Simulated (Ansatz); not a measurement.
# BN, first-principles data

BN:
```
CELL_PARAMETERS angstrom
      2.47145     0.00000     0.00000
     -1.23573     2.14034     0.00000
      0.00000     0.00000     3.98582
ATOMIC_POSITIONS crystal
  B  0.00000 0.00000 0.00000
  B  0.00000 0.00000 0.50000
  N  0.33333 0.66667 0.25000
  N  0.66667 0.33333 0.75000
```

Space group P6_3/mmc (No. 194), NiAs type; conventional cell a = 2.471 Å, b = 2.471 Å, c = 3.986 Å, α = 90.00°, β = 90.00°, γ = 120.00°.

Method: the program Ansatz at the HSE06 level (PAW). Structure relaxed to zero pressure with the same functional. Other levels are named where they apply.

### Cell and energy

- Volume per atom: 5.27 Å³
- Density: 3.91 g/cm³

### Electronic structure

Band gap: 2.68 eV (indirect)
Valence-band maximum: on the Γ–M line, 35 % of the way from Γ
Conduction-band minimum: at K (2 equivalent valleys)
Smallest direct gap on the standard path: 6.71 eV

### Mechanics

- Bulk modulus (Birch–Murnaghan fit): 416 GPa
- Pressure derivative B′: 3.8

### Charges

- Bader charges: B +2.14, N -2.14 e

A made-up cell: these elements were put on the sites of a structure type. Its sites differ from those of the usual phase in this space group: another stacking or structure type. The cell was relaxed with HSE06 under the symmetry of its start; its stability against distortions is not shown here. The hybrid was solved on a coarse mesh, the path and, where they were found, the r²SCAN edge points; its band edges are the extreme levels among these.

Potentials: the later of the program's two PAW sets.
